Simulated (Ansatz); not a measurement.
# GaP (F-43m), bands, slopes and optics on a fine k mesh: input and output

Level of theory: r²SCAN, PAW on Ansatz 0.2.0's default frozen-core files (fitted under PBE), scalar-relativistic.

Cell and atoms were relaxed beforehand by PAW with this functional.

Launched as:

```sh
ansatz run input.yaml --threads 1 --pin off --max-ram 3072MiB --backend cpu --events-out ev --progress --plain --runs-dir out
```

Input:

```yaml
crystal:
  lattice:
    - [0.0, 2.72525, 2.72525]
    - [2.72525, 0.0, 2.72525]
    - [2.72525, 2.72525, 0.0]
  atoms:
    - { symbol: Ga, position: [0.0, 0.0, 0.0] }
    - { symbol: P, position: [0.75, 0.75, 0.75] }
kpoints:
  mp_grid: { grid: [8, 8, 8] }
scf:
  occupations: { method: fixed }
hamiltonian:
  xc: r2scan
  pseudopotentials: { kind: paw }
output:
  forces: true
  stress: true
  eigenvalues: true
  eigenstates:
    nscf_kmesh: { grid: [12, 12, 12] }
    de_dk: true
    e_range: [-9, 11.85674819512]
  optics:
    e_range: [0, 20]
    de: 0.2
    sigma: 0.25
    bands: { spectra_wanted_up_to: 20 }
    nscf_kmesh: { grid: [12, 12, 12] }
checkpoint:
  write: ck
  write_wavefunctions: false
```

Output:

```
Warning: RAYON_NUM_THREADS=1 ignored (pool sized by the plan → 1); use --threads N
Engine: ansatz 0.2.0, aarch64-unknown-linux-gnu
Pseudopotentials: kind: paw
Pseudopotential: Ga, paw, valence charge 13, recommended cutoff 500 eV (meta_gga), Ga.paw.azcp
Pseudopotential: P, paw, valence charge 5, recommended cutoff 500 eV (meta_gga), P.paw.azcp
Functional definition: r2SCAN
  parameter k0 = 0.174
  parameter k1 = 0.065
  parameter a1 = 4.9479
  exchange = r2scan_x(k0 = k0, k1 = k1, a1 = a1)
  correlation = r2scan_c
Crystal: 2 atoms, lattice volume = 40.481 Å³
Basis set: ecut = 500 eV, 965 PW (Γ), exchange–correlation on 120×120×120 points (64 copies of the dense FFT grid, shifted against one another)
Bands: 13, of which v1, the nominal top of the filled ones, is band 9 counted from 1 (8 counted from 0)
Symmetry: 24 space group operations
Space group: F-43m (ITA 216), of the structure as read, at distance tolerance 3.4e-5 Å
k-points: 29 of 512 (time reversal used)
Non-local potential: Ga, projectors of the file, l = 0: 2, l = 1: 2, l = 2: 3, l = 3: 1
Non-local potential: P, projectors of the file, l = 0: 2, l = 1: 2, l = 2: 2
PAW form: soft (Blöchl's): semilocal exchange-correlation on the pseudo side does not see the compensation charge
PAW frozen core: Ga, regenerated for the run's functional (the file was generated under x = pbe(κ = 0.804, μ = 0.2195149727645171), c = pbe(β = 0.06672455060314922))
PAW frozen core: P, regenerated for the run's functional (the file was generated under x = pbe(κ = 0.804, μ = 0.2195149727645171), c = pbe(β = 0.06672455060314922))
PAW one-centre angular grid: Ga, 590 points (default); XC on 160 Gauss nodes
PAW one-centre angular grid: P, 302 points (default); XC on 160 Gauss nodes
Initial density: superposition of atomic densities (neutral atoms: chi_scale 0, normalization atom), corrected by the library's trained network
Initial wavefunctions: pseudopotential atomic-orbital guess
Functional: x = r2scan, c = r2scan; τ floored in thin density (d = 2e-4 eV/Å³)
SCF iter   1: F=—  HF=-4550.473697 eV  |F-HF|=—  |Δ(HF+E_count)|=         —  Δρ=8.75e-3  dr2=1.84e-2  dr2_τ=7.36e-3  ethr=1.77e-3  ⟨swp⟩=4.9  Hψ=2020  notcnv=0  defer=53
preconditioner: auto → none  [insulator: Δε(μ)=1.828 eV  Ē_g=16.401 eV  n_scr=14 (ndim 8)  ℏωp=24.8 eV  f_vac=0.013  ε∞_Penn≈3.3]
SCF iter   2: F=—  HF=-4550.484166 eV  |F-HF|=—  |Δ(HF+E_count)|=   1.05e-2  Δρ=2.32e-3  dr2=3.08e-3  dr2_τ=9.70e-5  ethr=1.02e-4  ⟨swp⟩=2.9  Hψ=978  notcnv=0  defer=52
SCF iter   3: F=—  HF=-4550.482638 eV  |F-HF|=—  |Δ(HF+E_count)|=   1.53e-3  Δρ=1.72e-3  dr2=5.13e-4  dr2_τ=7.42e-6  ethr=1.71e-5  ⟨swp⟩=2.3  Hψ=712  notcnv=0  defer=53
SCF iter   4: F=—  HF=-4550.482868 eV  |F-HF|=—  |Δ(HF+E_count)|=   2.30e-4  Δρ=2.41e-4  dr2=4.07e-5  dr2_τ=4.84e-7  ethr=2.85e-6  ⟨swp⟩=2.9  Hψ=689  notcnv=0  defer=52
SCF iter   5: F=—  HF=-4550.482856 eV  |F-HF|=—  |Δ(HF+E_count)|=   1.20e-5  Δρ=8.31e-5  dr2=2.41e-6  dr2_τ=2.88e-8  ethr=2.26e-7  ⟨swp⟩=2.0  Hψ=468  notcnv=0  defer=35
SCF iter   6: F=—  HF=-4550.482858 eV  |F-HF|=—  |Δ(HF+E_count)|=   1.60e-6  Δρ=9.81e-6  dr2=3.88e-8  dr2_τ=3.43e-9  ethr=1.34e-8  ⟨swp⟩=2.0  Hψ=638  notcnv=0  defer=30
SCF iter   7: F=—  HF=-4550.482855 eV  |F-HF|=—  |Δ(HF+E_count)|=   2.94e-6  Δρ=2.52e-6  dr2=2.15e-9  dr2_τ=4.80e-11  ethr=2.16e-10  ⟨swp⟩=2.0  Hψ=638  notcnv=0  defer=27
SCF iter   8: F=—  HF=-4550.482855 eV  |F-HF|=—  |Δ(HF+E_count)|=  7.28e-12  Δρ=3.03e-7  dr2=2.82e-11  dr2_τ=2.72e-13  ethr=1.19e-11  ⟨swp⟩=2.0  Hψ=637  notcnv=0  defer=27
SCF iter   9: F=-4550.482855 eV  HF=-4550.482855 eV  |F-HF|=2.73e-12  |Δ(HF+E_count)|=  4.55e-12  Δρ=7.13e-8  dr2=2.41e-12  dr2_τ=1.11e-14  ethr=1.00e-12  ⟨swp⟩=8.7  Hψ=2506  notcnv=0
SCF 1 converged in 9 iterations: F = -4550.482855 eV  dr2 = 2.41e-12
  greatest PAW one-centre occupation: 0.993 electrons in one spin orbital (limit 2), on the Ga atom at site 0 (counted from 0), in its partial waves of l = 2
NSCF: frozen V_eff on 72 k-points
NSCF: frozen V_eff on 1 k-points
NSCF: frozen V_eff on 72 k-points
output.optics: what the bands over the 31 summed would add to eps1, eps2 and the energy-loss function is held between a lower and an upper bound (8 Lanczos steps). eps1, eps2 and their loss function (loss_summed_bands) are given ...
SCF converged after 9 iterations
Free energy (F): -4550.482855 eV
Harris-Foulkes:  -4550.482855 eV  (|F-HF|=2.73e-12)
Internal energy: -4550.482855 eV  (E = F + TS)
E sigma→0 (E₀):  -4550.482855 eV
Fermi energy:    6.899723 eV
--- Per-component energies (eV) ---
  E_band       = -67.627343
  E_kinetic    = 185.481858
  E_local      = -2202.697966  (includes V_loc(G=0)·N_el)
  E_nonlocal   = 460.450787
  E_hartree    = 1020.486241
  E_xc         = -120.990358
  E_vxc        = -124.834785  (∫ρ·V_xc dr)
  E_paw        = -2579.824518  (= ΣΔE_a)
  E_vpaw       = -433.015157  (= ΣTr[D̂ρ^β])
  E_aug_tail   = -0.000042  (compensation charges beyond the density's cutoff)
  E_vtau       = 6.015545  (kinetic-family band-sum trace: ∫τ·v_τ [+ j·A + Jᵃ·Aᵃ] dr)
  E_ewald      = -1312.644944
  E_core_change = -0.743912  (= ΣΔE_core)
  E_smearing   = -0.000000  (= −TS)
  E_closure    = 0.000000  (closes the sum)
  Σ components = -4550.482855   (vs F -4550.482855, Δ=0.00e0)
--- Forces (eV/Å), atoms counted from 1 ---
  atom   1  Ga    -0.00000000     0.00000000    -0.00000000
  atom   2  P      0.00000000     0.00000000     0.00000000
  max |Σ_I F_I| component: 7.40e-17 eV/Å
--- Stress (GPa, compression-positive) ---
        0.043014      -0.000000      -0.000000
        0.000000       0.043014       0.000000
       -0.000000       0.000000       0.043014
  P = ⅓ Tr σ = 0.0430 GPa (0.430 kbar)
--- Fermi surface from the table of eigenstates not read: on its mesh, or on one of the eight of every second point, the electrons fill whole bands (an insulator's do; a metal wants a denser output.eigenstates.nscf_kmesh) ---
```

Self-consistency was reached.

Head of optics.tsv:

```
# E[eV]	eps2_xx	eps2_yy	eps2_zz	eps2_xy	eps2_xz	eps2_yz	eps1_xx	eps1_yy	eps1_zz	eps1_xy	eps1_xz	eps1_yz	loss_summed_bands_xx	loss_summed_bands_yy	loss_summed_bands_zz	eps
# format = ansatz-optics/6
# eps_inf(xx yy zz) = 9.551662 9.551662 9.551662
# eps_inf_bands = all
# eps_inf_summed_bands(xx yy zz) = 9.508074 9.508074 9.508074
# eps_inf_completed(xx yy zz) = 9.551662 9.551662 9.551662
# k_sum = mesh_cells
# eps2_relative_error = 0.0007
# eps_inf_relative_error = 0.0037
# f_sum_n_eff(xx yy zz) = 9.239070 9.239070 9.239070 of n_electrons = 18.000000
# f_sum_n_eff_momentum_only(xx yy zz) = 8.527414 8.527414 8.527414
# loss_f_sum_n_eff(xx yy zz) = 9.239866 9.239866 9.239866
# perfect_screening_sum(xx yy zz) = 0.894826 0.894826 0.894826
# perfect_screening_sum_on_rows(xx yy zz) = 0.894826 0.894826 0.894826
# n_bands = 31
# n_bands_set_by = photon_energy
# valid_up_to_ev = 30.262594
# least_direct_gap_ev = 2.365318e0 at k(fractional) = 0.000000 0.000000 0.000000, k_point = 0, channel = 0, bands = 8 9 (counted from 0)
# evaluated_top_ev = 52.000000
# all_electron_strengths = true
# band_completion = completed
# response = whole
# tolerance = 0.01
# method = lanczos_chains
# lanczos_steps = 8
# chains_run = together
# ended_by = wanted_rows_settled
# boundable_up_to_ev = 30.262586
# wanted_up_to_ev = 20.000000
# change_inside_cells = 0.0001 (estimated)
# bound_at_0(xx yy zz) = bounded bounded bounded
```

Dielectric function:

Independent-particle optical response of a crystal from Kohn-Sham bands on the fine mesh, no local fields or excitons; Cartesian axes as in the input.

| Item | Value |
| --- | --- |
| Fine mesh | 12, 12, 12 |
| Line width | 0.25 eV |

```tsv
photon energy (eV)	dielectric real xx	dielectric imag xx
1.2	10.18	0
2.4	13.44	0.28
3.6	14.77	11.1
4.8	8.125	29.28
6	-3.676	12.21
7.2	-5.507	5.301
8.4	-3.401	2.672
9.6	-2.6	1.972
10.8	-1.919	1.26
12	-1.286	0.742
13.2	-0.809	0.526
14.4	-0.458	0.346
15.6	-0.205	0.242
16.8	0.067	0.191
18	0.21	0.244
19.2	0.329	0.189
```

### Optical peaks

Highest local maxima between 0.6 eV and the top less 1.5 eV.

```
Fine mesh                             : 12, 12, 12
Window top                            : 20 eV
Line width                            : 0.25 eV
Highest loss peak energy x            : 16.46 eV
Highest loss peak height x            : 5.507
Highest eps2 peak energy x            : 4.854 eV
Highest eps2 peak height x            : 29.28
Dielectric electronic (x, y, z)       : 9.552, 9.552, 9.552
Refractive index at 1 eV, x-polarised : 3.158
```

Optical constants:

Normal incidence from vacuum, light polarised along x.

```
Fine mesh  : 12, 12, 12
Line width : 0.25 eV
```

```
photon energy (eV)  refractive index  extinction  reflectivity  loss function  absorption (×10⁵ cm⁻¹)
               0.8             3.133           0        0.2664              0                       0
               1.6             3.282           0         0.284              0                       0
               2.4             3.666       0.038        0.3265         0.0015                   0.093
               3.2             4.501        0.82         0.418         0.0168                   2.658
                 4              4.17       1.391        0.4181         0.0311                    5.64
               4.8             4.388       3.336         0.563         0.0317                   16.23
               5.6             2.046       2.972        0.5481         0.0718                   16.87
               6.4             1.646       3.073        0.5996         0.0685                   19.94
               7.2             1.034       2.564         0.614         0.0907                   18.71
                 8             0.753       2.147         0.608         0.1206                   17.41
               8.8             0.676        1.78        0.5475         0.1831                   15.88
               9.6             0.576       1.712        0.5746         0.1852                   16.66
              10.4              0.51        1.51        0.5525         0.2387                   15.92
              11.2             0.383       1.349        0.5892         0.2675                   15.31
                12             0.315       1.177        0.5954         0.3365                   14.31
              12.8             0.279       1.003        0.5776         0.4766                   13.01
              13.6             0.251       0.877        0.5696         0.6365                   12.09
              14.4             0.241       0.718        0.5315          1.051                   10.48
              15.2             0.233       0.591        0.5019           1.69                   9.106
                16             0.237       0.422        0.4455          3.653                   6.836
              16.8             0.367        0.26        0.2419          4.664                   4.427
              17.6             0.479       0.227        0.1445          2.759                   4.041
              18.4             0.502        0.22        0.1286          2.447                   4.111
              19.2             0.595       0.159        0.0735           1.31                   3.086
                20              0.59        0.19        0.0795          1.515                   3.844
```

Limits of these numbers: frozen-core PAW files fitted under PBE, their cores solved anew for the functional of the run; no spin-orbit coupling on heavy atoms; semilocal gaps are low, and what follows the gap (onsets, screening, light masses) shifts with it; filled d bands lie too high at this level, so their transitions start too early.

Time and hardware: 57 s on 1 thread of Arm Neoverse V1, on a shared host, peak memory 0.64 GiB.
